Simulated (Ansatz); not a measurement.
All numbers below come from DFT PBE, scalar-relativistic, plane waves, PAW in Ansatz. Settings: cutoff 420 eV, Γ-centred meshes spaced at most about 0.3 Å⁻¹, and about 0.25 Å⁻¹ or finer for metals (2π included), Gaussian smearing. No spin polarisation in the final relaxations.

All energies are static (0 K, no zero-point motion).

Two relaxed structures of Si₄Hg:

A.

```
CELL_PARAMETERS angstrom
3.56037 0.00000 0.00000
0.00000 3.56037 0.00000
0.00000 0.00000 7.13538
ATOMIC_POSITIONS crystal
Si 0.00000 0.50000 0.50000
Si 0.50000 0.00000 0.50000
Si 0.50000 0.50000 0.76882
Si 0.50000 0.50000 0.23118
Hg 0.00000 0.00000 0.00000
```

B.

```
CELL_PARAMETERS angstrom
-2.25896 2.25896 4.52893
2.25896 -2.25896 4.52893
2.25896 2.25896 -4.52893
ATOMIC_POSITIONS crystal
Si 0.75000 0.25000 0.50000
Si 0.36793 0.36793 0.00000
Si 0.63207 0.63207 0.00000
Si 0.25000 0.75000 0.50000
Hg 0.00000 0.00000 0.00000
```

Problem. Which would you expect to be lower, and how large is the difference?

Solution. B is lower, by 180 meV/atom. A has space group P4/mmm (No. 123), 18.1 Å³/atom and no gap on its mesh; B has space group I4/mmm (No. 139), 18.5 Å³/atom and no gap. Counting Si atoms around Hg (those within 1.25 times the shortest such distance or 1.15 times the sum of covalent radii; the shortest distance is added where it is long for a bond), A has Hg 8 from 3.0 Å and B has Hg 18 from 3.2 Å. A holds Si–Si nets (shortest 2.52 Å); B holds Si–Si bonds in all directions (shortest 2.39 Å). Even the lower one lies +0.30 eV/atom against the reference forms of the elements (uncorrected), so neither is stable at this level. In A, around Si on a site of symmetry mmm lie 8 Si at 2.52–2.62 Å; around Si on a site of symmetry 4mm lie 4 Si at 2.62 Å and 4 Hg at 3.01 Å; Hg has 8 Si at 3.01 Å. In B, around Si on a site of symmetry -4m2 lie 4 Si at 2.50 Å, 4 Si at 3.19 Å and 4 Hg at 3.20 Å; Si on a site of symmetry 4mm has 5 Si at 2.39–2.50 Å and 5 Hg at 3.33–3.41 Å; Hg has 18 Si at 3.20–3.41 Å. Both come from invented guesses.

These runs have no spin–orbit coupling, which can matter for Hg. Cells relaxed within their symmetry can be saddle points.
